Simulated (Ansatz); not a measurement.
Values for one crystal, relaxed and computed with LDA in the plane-wave PAW code Ansatz; other levels are named.

```yaml
volume_per_atom: 33.51 Å³
electronic_character: no gap, with almost no states at the Fermi level (zero-gap or semimetallic)
Bulk modulus (Birch–Murnaghan fit): 41.3 GPa
highest_zone_centre_frequency: 96 cm⁻¹
Pressure derivative B′: 6.6
Poisson's ratio: 0.35
mechanical_stability: stable (all eigenvalues of C positive)
```

Which compound is it?
A. Os, hcp (Mg type)
B. W, bcc (W type)
C. Bi, A7 (α-As type)
D. Hf, hcp (Mg type)

C, Bi, A7 (α-As type)

Space group R-3m (A7 (α-As type)). The cell was relaxed with LDA under the symmetry of its start. As this level gives no gap, phonon frequencies hold no LO–TO term and depend on the k-mesh and smearing (Fermi–Dirac, 0.1 eV here). Scalar-relativistic: spin–orbit coupling is off unless named, which matters more the heavier the elements.

Potentials: the earlier of the program's two PAW sets. The files were generated under PBE; for other functionals the program regenerates the frozen cores, and for LDA and PBEsol the local potential too.
